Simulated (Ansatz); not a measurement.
In plane-wave PAW r²SCAN (Ansatz code), ScRhN2 in the trigonal phase (R-3m; Sc on 3b, Rh on 3a, N on 6c) relaxes to a = 3.251 Å, c = 17.603 Å. Sc has 6 nearest neighbours from 2.18 Å (octahedral); Rh has 2 nearest neighbours from 1.83 Å (linear). Against the elements it lies at -0.37 eV/atom, with no fitted shifts.

Electronic character: metallic (no gap). The magnetic state found is ferromagnetic. The net moment is 0.28 μB per atom.

Bader charges are Sc +1.93, Rh +0.71, N -1.32 e.

The start of the workflow was typed in or built on a structure type; neither database checked (COD, Materials Project) lists it. Whether it is the stable phase at ambient conditions was not checked. The r²SCAN relaxation kept the symmetry of its start; whether a distortion lowers the energy is not shown. Spin order of the final state: ferromagnetic, the only order run, not a proven ground state. Other orbital occupations within this spin state were not tried. No Hubbard U is applied. The references are the lowest solids computed at this level, not always the standard phases (solids in place of the gases). Spin–orbit coupling is left out wherever it is not named.

Potentials: the later of the program's two PAW sets.
